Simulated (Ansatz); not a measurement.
W2C:
```
CELL_PARAMETERS angstrom
      4.71548     0.00000     0.00000
      0.00000     6.03818     0.00000
      0.00000     0.00000     5.18190
ATOMIC_POSITIONS crystal
  W  0.24347 0.12241 0.08099
  W  0.75653 0.87759 0.91901
  W  0.25653 0.37759 0.58099
  W  0.74347 0.62241 0.41901
  W  0.74347 0.37759 0.91901
  W  0.25653 0.62241 0.08099
  W  0.75653 0.12241 0.41901
  W  0.24347 0.87759 0.58099
  C  0.50000 0.12208 0.75000
  C  0.50000 0.87792 0.25000
  C  0.00000 0.37792 0.25000
  C  0.00000 0.62208 0.75000
```

Relaxed with PBEsol. Special points in fractions of this cell's reciprocal vectors: Γ (0.000, 0.000, 0.000); X (0.500, 0.000, 0.000); S (0.500, 0.500, 0.000); Y (0.000, 0.500, 0.000); Z (0.000, 0.000, 0.500); U (0.500, 0.000, 0.500); R (0.500, 0.500, 0.500); T (0.000, 0.500, 0.500).

### Question
List the band energies nearest the Fermi level at these points for PBEsol (plane waves, PAW; program Ansatz).

### Answer
In eV from the Fermi level; about four levels below and three above (degenerate sets whole), none deeper than 8.9 eV; points with the same levels are listed once.

```tsv
k	below	above
Γ	-1.20 -0.94 -0.76 -0.66	0.53 0.60 1.25
X	-1.23 -1.23 -1.15 -1.15	1.07 1.07 1.08 1.08
S	-1.40 -1.40 -1.01 -1.01	0.33 0.33 0.53 0.53
Y	-0.77 -0.77 -0.42 -0.42	0.19 0.19 0.84 0.84
Z	-2.15 -2.15 -0.54 -0.54	0.16 0.16 0.45 0.45
U	-0.81 -0.81 -0.81 -0.81	0.84 0.84 0.84 0.84
R	-0.79 -0.79 -0.79 -0.79	2.06 2.06 2.06 2.06
T	-2.47 -2.47 -2.47 -2.47	0.09 0.09 0.09 0.09
```

Space group Pbcn. The workflow started from a Materials Project entry (that database holds measured and hypothetical structures alike); the Crystallography Open Database copy checked does not list it. Its standing as an ambient phase is unchecked. Symmetry was held in the PBEsol relaxation; its stability against distortions is not shown here. No spin polarisation was allowed. Scalar-relativistic: spin–orbit coupling is off unless named, which matters more the heavier the elements.

Potentials: the later of the program's two PAW sets.
